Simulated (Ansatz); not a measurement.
A crystal relaxed with r2SCAN in Ansatz has space group I4_1/amd:1 (No. 141) and a = 6.399 Å, c = 12.787 Å.

| atom | site | x | y | z |
| --- | --- | --- | --- | --- |
| Li | 4a | 0.0000 | 0.5000 | 0.2500 |
| Xx | 8e | 0.0000 | 0.5000 | 0.0014 |
| La | 4b | 0.5000 | 0.0000 | 0.2500 |

With r2SCAN the valence top lies at Γ–X (0.93 of the way from Γ) and the conduction bottom at M, 1.60 eV higher; the smallest vertical gap, at Γ, is 1.70 eV. With HSE06 the valence top lies at Γ–X (0.93 of the way from Γ) and the conduction bottom at M, 1.85 eV higher; the smallest vertical gap, at Γ, is 1.88 eV. A second conduction valley, at Γ, lies only 21 meV higher, so their order isn't settled. Meshes: r2SCAN 6×6×6, HSE06 4×4×4.

Problem. Which element is Xx?
A. O
B. Se
C. Te
D. S

Solution. C. Xx is Te: LiLaTe₂ as one 8-atom ordering (I4_1/amd) on the rocksalt lattice. Around Li lie 6 Te at 3.18–3.20 Å; around Te lie 3 Li at 3.18–3.20 Å and 3 La at 3.20–3.21 Å; around La lie 6 Te at 3.20–3.21 Å.

No spin polarisation and no zero-point or thermal motion; the cell was built from a prototype and may be hypothetical.

Spin-orbit coupling is left out, which matters wherever the heavy atoms make up the band edges.

Where an edge lies off the special points, it is a point of the mesh or the k point where a search put PBE's edge or least direct gap, reused for the other functionals, whose own edges may lie a little apart.
